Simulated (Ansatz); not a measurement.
# Tl

```xyz
1
Lattice="-1.9410 1.9410 1.9410 1.9410 -1.9410 1.9410 1.9410 1.9410 -1.9410" Properties=species:S:1:pos:R:3 pbc="T T T"
Tl    0.0000    0.0000    0.0000
```

Conventional cell: a = 3.882 Å, b = 3.882 Å, c = 3.882 Å, α = 90.00°, β = 90.00°, γ = 90.00°. Tl (atom 1) is surrounded by 8 Tl at 3.36 Å.

The cell is COD entry 9008555, as deposited and not checked against the literature; nothing was relaxed.

No spin–orbit coupling, which matters for the heavy atoms here.

Computed with DFT, LDA, all-electron LAPW, scalar-relativistic in Ansatz 0.2.0.

The runs use a Γ-centred 13×13×13 k mesh, Fermi–Dirac smearing of 0.05 eV, basis error target 0.25 meV/atom, no spin polarisation.

| Property | Result |
| --- | --- |
| Pressure at this cell | -2.47 GPa |
| Band gap | none: with an odd electron count and no spin polarisation the bands can't all be full, a metal in this set-up (spin order or a larger cell could open a gap) |
| Density of states at the Fermi level (0.2 eV bin) | 0.45 states/eV per cell |
| Volume per atom | 29.25 Å³ |
